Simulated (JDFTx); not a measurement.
MoSi2(101) slab cut from bulk MoSi2 (space group I4/mmm, indices of the conventional cell, lattice of the Materials Project entry mp-2592, not re-optimised): 9 atoms in 9 planes, a 1x1 cell of 13.53 Å² (|a| = 3.204, |b| = 4.517 Å), 7.7 Å between the outermost planes, Si outermost, slab composition Mo3Si6, cell height 23.9 Å, 8×8×1 k mesh, Fermi smearing 0.01 Ha, no spin polarisation. Whether this polymorph is the ambient one wasn't checked.

Level of theory: PBE, GBRV ultrasoft potentials, plane waves to 20/100 Ha; code: JDFTx (a modified build). Liquid on both sides: linear PCM (GLSSA13), water, 2 M KF; nuclei fixed. 

Charging data:

```json
[
 {"U − U_pzc (V)": "-0.49", "σ (μC/cm²)": "-6.68"},
 {"U − U_pzc (V)": "-0.14", "σ (μC/cm²)": "-2.04"},
 {"U − U_pzc (V)": "0.00", "σ (μC/cm²)": "0.00"},
 {"U − U_pzc (V)": "0.31", "σ (μC/cm²)": "4.60"},
 {"U − U_pzc (V)": "0.52", "σ (μC/cm²)": "8.00"}
]
```

Working it through: a check of Lippmann's equation. The grand free energy per area against the neutral slab, Δγ = [F(N) − F(N₀) − μ(N − N₀)]/2A, is taken from the total energies of the same runs.

```csv
U − U_pzc (V),Δγ (mJ/m²)
-0.49,-16.8
-0.14,-1.5
0.00,0.0
0.31,-6.9
0.52,-20.1
```

Δγ is largest at zero charge and falls away from it, as dγ/dU = −σ demands. At 0.52 V the computed -20.1 mJ/m² stands beside -20.6 mJ/m² from the constant-capacitance formula.
